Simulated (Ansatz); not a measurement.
CaZn2Sb2:
```
CELL_PARAMETERS angstrom
      4.44050     0.00000     0.00000
     -2.22025     3.84558     0.00000
      0.00000     0.00000     7.46149
ATOMIC_POSITIONS crystal
  Zn 0.33333 0.66667 0.63191
  Zn 0.66667 0.33333 0.36809
  Ca 0.00000 0.00000 0.00000
  Sb 0.33333 0.66667 0.25871
  Sb 0.66667 0.33333 0.74129
```

Relaxed with r²SCAN. Special points in fractions of this cell's reciprocal vectors: Γ (0.000, 0.000, 0.000); M (0.500, 0.000, 0.000); K (0.333, 0.333, 0.000); A (0.000, 0.000, 0.500); L (0.500, 0.000, 0.500); H (0.333, 0.333, 0.500).

**Question.** List the band energies nearest the Fermi level at these points for DFT-r²SCAN with spin–orbit coupling in the program Ansatz with PAW potentials.

**Answer.** In eV from the Fermi level; about four levels below and three above (degenerate sets whole), none deeper than 8.9 eV; points with the same levels are listed once.

| k | below | above |
|---|---|---|
| Γ | -0.70 -0.70 -0.11 -0.11 | 0.02 0.02 0.03 0.03 |
| M | -2.59 -2.59 -1.72 -1.72 | 0.16 0.16 2.16 2.16 |
| K | -2.90 -2.90 -2.69 -2.69 | 1.95 1.95 2.42 2.42 |
| A | -0.94 -0.94 -0.85 -0.85 | 0.05 0.05 1.64 1.64 |
| L | -1.81 -1.81 -1.45 -1.45 | 0.82 0.82 0.84 0.84 |
| H | -2.16 -2.16 -2.09 -2.09 | 1.33 1.33 1.33 1.33 |

Space group P-3m1. The workflow started from an entry of the Crystallography Open Database (COD). Whether it is the stable phase at ambient conditions was not checked. Symmetry was held in the r²SCAN relaxation; its stability against distortions is not shown here.

Potentials: the later of the program's two PAW sets.
